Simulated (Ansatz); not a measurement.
Input:

ZnSe (zinc blende, F-43m), a = b = c = 5.733 Å, α = β = γ = 90.00°; the cell used has 2 atoms.

This is the PBE-relaxed structure.

Problem. All from PBE (plane waves, PAW; program Ansatz), unless another level is named. Estimate the band gap.

Solution. 1.15 eV (direct).

Problem. What about the hole effective mass, band 3 of 3 at the edge?

Solution. 0.094 along [100], 0.084 along [110], 0.081 along [111] (mₑ).

Problem. And the hole effective mass, band 1 of 3 at the edge?

Solution. 0.63 along [100], 3.4 along [110], 1.4 along [111] (mₑ).

Problem. Give the electron effective mass.

Solution. 0.090 mₑ (isotropic).

Problem. Next, the weight of the valence-edge state by species (Voronoi cells)?

Solution. Se 79 %, Zn 21 %.

The cell was relaxed with PBE under the symmetry of its start. Scalar-relativistic: spin–orbit coupling is off unless named, which matters more the heavier the elements.

Potentials: the later of the program's two PAW sets.
